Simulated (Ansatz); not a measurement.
AgCl, a database entry at a rescaled volume

```
Ag Cl
1.0
     0.00000    2.81524    2.81524
     2.81524    0.00000    2.81524
     2.81524    2.81524    0.00000
Ag Cl
1 1
Direct
  0.50000 0.50000 0.50000
  0.00000 0.00000 0.00000
```

Method: PBE, no spin polarisation; PAW, plane waves to 420 eV, 8×8×8 Γ-centred mesh, fermi-dirac occupations (width 0.1 eV) (Ansatz 0.2.0), atoms fixed.

Stress: The pressure is -0.4 GPa (compression positive), so with the atoms held at these fractions the cell is close to zero pressure.
Formation energy: -0.45 eV an atom against the elements' usual phases (free molecules for gases, crystals otherwise, with no correction for O₂ or N₂), so it is bound against them; other compounds may still compete. Relaxing would lower it.
Charges: Bader charges in e: Ag +0.58, Cl -0.58. In the mean Ag gives up most and Cl takes most.
Electronic structure: The gap is 0.93 eV, indirect (the least direct gap found is 2.86 eV).

Origin: a database entry at a rescaled volume.
